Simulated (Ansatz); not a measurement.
The elements of this relaxed trial crystal are hidden behind letters.

```
lattice vectors (Å)
  -1.9473    1.9473    8.2577
   1.9473   -1.9473    8.2577
   1.9473    1.9473   -8.2577
fractional positions
X 0.5000 0.5000 0.0000
Z 0.8333 0.8333 0.0000
Z 0.1667 0.1667 0.0000
Q 0.4170 0.9170 0.5000
Q 0.0830 0.5830 0.5000
Q 0.7500 0.2500 0.5000
```

All numbers below come from DFT PBE, scalar-relativistic, plane waves, PAW in Ansatz. Plane waves to 420 eV, a 10×10×10 mesh through Γ for the 6-atom cell and 0.02 eV Gaussian smearing; no spin polarisation.

| Quantity | Value |
| --- | --- |
| Space group | I-4m2 (No. 119) |
| Conventional cell | a = 3.895 Å, c = 16.515 Å |
| Volume per atom | 20.88 Å³ |
| Density | 3.44 g/cm³ |
| Formation energy | −0.498 eV/atom |
| Gap on the 10×10×10 mesh of the 6-atom cell | 1.67 eV |

Energies are uncorrected and count from the elements' standard states at the same level.

**Question.** X is a p-block element of period 3, Z is a p-block element of period 4 and Q is a p-block element of period 3. Which elements are they?

**Answer.** X = Al, Z = Ga, Q = P, so the formula is AlGa2P3. Density times volume gives a mean mass of 3.44 × 20.88/1.6605 = 43.3 u per atom, and this set has 43.2 u. Around Al lie 4 P at 2.38 Å; Ga is surrounded by 4 P at 2.38–2.39 Å; P on a site of symmetry 2mm has 2 Al at 2.38 Å and 2 Ga at 2.39 Å; 1 more site not described. Other sets within the hints have nearly the same mass, so mass alone doesn't settle it; this one was computed.

Kohn–Sham gaps at this level usually fall short of measured ones. A later test with randomly moved atoms came back to the same energy, though modes that don't fit the test's cell weren't probed.
